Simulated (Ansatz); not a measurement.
# EuZn2Si2, first-principles data

EuZn₂Si₂:
```
CELL_PARAMETERS angstrom
     -2.11664     2.11664     5.07105
      2.11664    -2.11664     5.07105
      2.11664     2.11664    -5.07105
ATOMIC_POSITIONS crystal
  Eu 0.00000 0.00000 0.00000
  Zn 0.25000 0.75000 0.50000
  Zn 0.75000 0.25000 0.50000
  Si 0.61646 0.61646 0.00000
  Si 0.38354 0.38354 0.00000
```
The run is spin-polarised; directions of the spins, atom by atom: ↑ 0 0 0 0.

Space group I4/mmm (No. 139); conventional cell a = 4.233 Å, b = 4.233 Å, c = 10.142 Å, α = 90.00°, β = 90.00°, γ = 90.00°.

Method: plane-wave PAW r²SCAN (Ansatz code). Structure relaxed to zero pressure with the same functional. Other levels are named where they apply.

### Cell and energy

```
Item                                                          Result
-----------------------------------------------------  -------------
Volume per atom                                             18.18 Å³
Density                                                   6.19 g/cm³
Formation energy from the elements (no fitted shifts)  -0.42 eV/atom
```

### Electronic structure

```
Item                                                                         Value
------------------------------------  --------------------------------------------
Electronic character                                             metallic (no gap)
Density of states at the Fermi level  0.20 states/eV per atom (mean over ±0.08 eV)
```

### Magnetism

```
Quantity                  Result
--------------  ----------------
Magnetic order     ferromagnetic
Net moment      1.38 μB per atom
```

The first step of the workflow began from a Materials Project structure, measured or hypothetical; the Crystallography Open Database copy checked does not list it. Its standing as an ambient phase is unchecked. The cell was relaxed with r²SCAN under the symmetry of its start; its stability against distortions is not shown here. The final state is ferromagnetic, the only order run, not a proven ground state. The cell computed holds one magnetic atom, so no antiferromagnetic order was within reach. Caveat: open 4f shells can settle in a state that is not the lowest. Other orbital occupations within this spin state were not tried. No Hubbard U is applied. Point labels and valley counts follow the cell and symmetry of the run, lower than the named group. The references are the lowest solids computed at this level, not always the standard phases. Spin–orbit coupling is left out wherever it is not named.

Potentials: the later of the program's two PAW sets.
